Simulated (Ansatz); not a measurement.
Relaxed-ion elastic tensor of SiNi in space group Pnma (No. 62; Ni on 4c, Si on 4c) in GPa (Voigt order), the program Ansatz at the r²SCAN level (PAW); density 6.06 g/cm³, 11.90 Å³ per atom.

```tsv
	1	2	3	4	5	6
1	297	174	98.5	0.0	0.0	0.0
2	174	245	150	0.0	0.0	0.0
3	98.5	150	246	0.0	0.0	0.0
4	0.0	0.0	0.0	118	0.0	0.0
5	0.0	0.0	0.0	0.0	145	0.0
6	0.0	0.0	0.0	0.0	0.0	141
```

Q: Is the crystal mechanically stable?

A: Yes: the smallest eigenvalue of C is 69.6 GPa.

Q: Work out the Voigt, Reuss and Hill averages.

A: K_V = 182, K_R = 178, K_H = 180; G_V = 105, G_R = 79.6, G_H = 92.4 GPa.

Q: Give Young's modulus, Poisson's ratio, Pugh's ratio and the universal anisotropy index.

A: E = 9KG/(3K + G) = 237 GPa; ν = 0.28; K/G = 1.95 (ductile by the Pugh limit of 1.75); A_U = 5G_V/G_R + K_V/K_R − 6 = 1.63.

Q: Estimate the sound speeds and the Debye temperature.

A: v_l = √((K + 4G/3)/ρ) = 7080 m/s, v_t = √(G/ρ) = 3910 m/s, mean 4350 m/s; Θ = (h/k)(3n/4πV)^(1/3) v_m = 568 K.

Q: Solve the Christoffel equation for the three sound speeds along x, y, z.

A: Eigenvalues of C_ijkl n_j n_l equal ρv². In km/s, slowest first: x 4.82, 4.89, 7.01; y 4.42, 4.82, 6.35; z 4.42, 4.89, 6.38.

Q: How much does each axis shrink under pressure?

A: Linear compressibilities β_i = Σ_j S_ij (j = 1 to 3): x 1.8, y 1.2, z 2.6 per TPa.

The cell was relaxed with r²SCAN under the symmetry of its start. The workflow began spin-polarised and lost its moments. As this level gives no gap, shear constants depend on the k-mesh and smearing (Fermi–Dirac, 0.1 eV here). On the denser mesh and wider smearing of the elastic run this cell carries a stress of 0.5 GPa.

Potentials: the later of the program's two PAW sets.
